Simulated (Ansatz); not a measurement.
Consider the following.

SrVO3:
```xyz
5
Lattice="3.8404 0.0000 0.0000 0.0000 3.8404 0.0000 0.0000 0.0000 3.8404" Properties=species:S:1:pos:R:3 pbc="T T T"
Sr     1.9202     1.9202     1.9202
V      0.0000     0.0000     0.0000
O      0.0000     0.0000     1.9202
O      1.9202     0.0000     0.0000
O      0.0000     1.9202     0.0000
```
Starting moments (μB, in the order of the atoms Sr V O O O): 0.0 1.1 0.0 0.0 0.0.

This is the r²SCAN-relaxed structure.

Problem. All from r²SCAN (plane waves, PAW; program Ansatz), unless another level is named. Give the Hill bulk and shear moduli.

Solution. 195 and 113 GPa.

Problem. Predict the elastic constants (relaxed ions, GPa).

Solution. C11 = 322, C12 = 132, C44 = 126.

Space group Pm-3m (cubic perovskite). The cell was relaxed with r²SCAN under the symmetry of its start. The final state is ferromagnetic, chosen from 5 collinear starts compared on coarse meshes (ties went to the first, and starts can fall back to one state), not a proven ground state. Other orbital occupations within this spin state were not tried. No Hubbard U is applied. The compound may be a true metal, but semilocal functionals without U, or a wrong spin order, can also close a gap. As this level gives no gap, shear constants depend on the k-mesh and smearing (Fermi–Dirac, 0.1 eV here).

Potentials: the later of the program's two PAW sets.
